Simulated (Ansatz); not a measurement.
## Data sheet: AlSiMo₆ (DFT)

AlSiMo6:
```yaml
crystal:
  lattice:
    - [4.91482, 0.00000, 0.00000]
    - [0.00000, 4.91482, 0.00000]
    - [0.00000, 0.00000, 4.91482]
  atoms:
    - { symbol: Al, position: [0.50000, 0.50000, 0.50000] }
    - { symbol: Si, position: [0.00000, 0.00000, 0.00000] }
    - { symbol: Mo, position: [0.00000, 0.50000, 0.75201] }
    - { symbol: Mo, position: [0.00000, 0.50000, 0.24799] }
    - { symbol: Mo, position: [0.75201, 0.00000, 0.50000] }
    - { symbol: Mo, position: [0.24799, 0.00000, 0.50000] }
    - { symbol: Mo, position: [0.50000, 0.75201, 0.00000] }
    - { symbol: Mo, position: [0.50000, 0.24799, 0.00000] }
```

Space group Pm-3 (No. 200); conventional cell a = 4.9148 Å, b = 4.9148 Å, c = 4.9148 Å, α = 90.00°, β = 90.00°, γ = 90.00°.

Method: r²SCAN in the plane-wave PAW code Ansatz. The cell and atoms are relaxed at this level. Other levels are named where they apply.

### Cell and energy

- Volume per atom: 14.84 Å³
- Density: 8.82 g/cm³
- Formation energy from the elements (no fitted shifts): -0.30 eV/atom

### Electronic structure

- Electronic character: metallic (no gap)
- Density of states at the Fermi level: 0.49 states/eV per atom (mean over ±0.08 eV)

The workflow started from a Materials Project entry (that database holds measured and hypothetical structures alike); the Crystallography Open Database copy checked does not list it. With Al and Si taken as one species the cell has the higher symmetry Pm-3n, so it may be an ordered model of a mixed-site phase. Its standing as an ambient phase is unchecked. The cell was relaxed with r²SCAN under the symmetry of its start; its stability against distortions is not shown here. No spin polarisation was allowed. The references are the lowest solids computed at this level, not always the standard phases. Scalar-relativistic: spin–orbit coupling is off unless named, which matters more the heavier the elements.

Potentials: the earlier of the program's two PAW sets.
